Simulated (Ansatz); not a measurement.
Values for one crystal, relaxed and computed with r²SCAN in the plane-wave PAW code Ansatz; other levels are named.

- Volume per atom: 24.56 Å³
- Electronic character: metallic (no gap)
- Formation energy from the elements (no fitted shifts): -0.78 eV/atom
- Density of states at the Fermi level: 0.07 states/eV per atom (mean over ±0.08 eV)

### Question
Which of these materials gives this?
A. ZrSnTe, P4/nmm (Zr on 2c, Sn on 2a, Te on 2c)
B. ZrGeSb, P4/nmm (Zr on 2c, Ge on 2a, Sb on 2c)
C. Zr5Sn3Se, P6_3/mcm (Zr on 4d, Zr on 6g, Sn on 6g, Se on 2b)
D. YTe3, Cmcm (Y on 4c, Te on 4c, Te on 4c, Te on 4c)

### Answer
A, ZrSnTe, P4/nmm (Zr on 2c, Sn on 2a, Te on 2c)

The first step of the workflow began from a Materials Project structure, measured or hypothetical; the Crystallography Open Database copy checked does not list it. Its standing as an ambient phase is unchecked. Symmetry was held in the r²SCAN relaxation; its stability against distortions is not shown here. The run is not spin-polarised. The references are the lowest solids computed at this level, not always the standard phases. Spin–orbit coupling is left out wherever it is not named.

Potentials: the earlier of the program's two PAW sets.
